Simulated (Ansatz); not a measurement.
Hf, first-principles data

Hf:
Space group I4₁/amd, origin choice 1 (No. 141); a = 5.567 Å, b = 5.567 Å, c = 3.010 Å, α = 90.00°, β = 90.00°, γ = 90.00°

| atom | site | symmetry | x | y | z |
|---|---|---|---|---|---|
| Hf | 4a | -4m2 | 0.0000 | 0.0000 | 0.0000 |
(The calculation used a cell of 2 atoms; values per cell refer to that cell.)

Space group I4_1/amd (No. 141), β-Sn type; conventional cell a = 5.567 Å, b = 5.567 Å, c = 3.010 Å, α = 90.00°, β = 90.00°, γ = 90.00°.

Method: DFT-PBE in the program Ansatz with PAW potentials. The cell and atoms are relaxed at this level. Other levels are named where they apply.

### Cell and energy

```yaml
volume_per_atom: 23.32 Å³
density: 12.71 g/cm³
```

### Electronic structure

```yaml
electronic_character: metallic (no gap)
Density of states at the Fermi level: 1.1 states/eV per atom (mean over ±0.08 eV)
Gap with spin–orbit coupling: none (metallic)
```

### Mechanics

```yaml
Bulk modulus (Birch–Murnaghan fit): 85.7 GPa
Pressure derivative B′: 3.6
```

### Phonons

```yaml
highest_zone_centre_frequency: 4.75 THz
zone_centre_stability: unstable, softest mode 75i cm⁻¹
```

The cell is a constructed one: a structure type filled with these elements; neither database checked (COD, Materials Project) lists it. It is not the phase usual at ambient conditions (space group No. 194). The cell was relaxed with PBE under the symmetry of its start. The run is not spin-polarised. As this level gives no gap, phonon frequencies hold no LO–TO term and depend on the k-mesh and smearing (Fermi–Dirac, 0.1 eV here). Axis ratios of metals converge slowly with the k-mesh, so a and c are less sure than the volume. Spin–orbit coupling is left out wherever it is not named.

Potentials: the later of the program's two PAW sets.
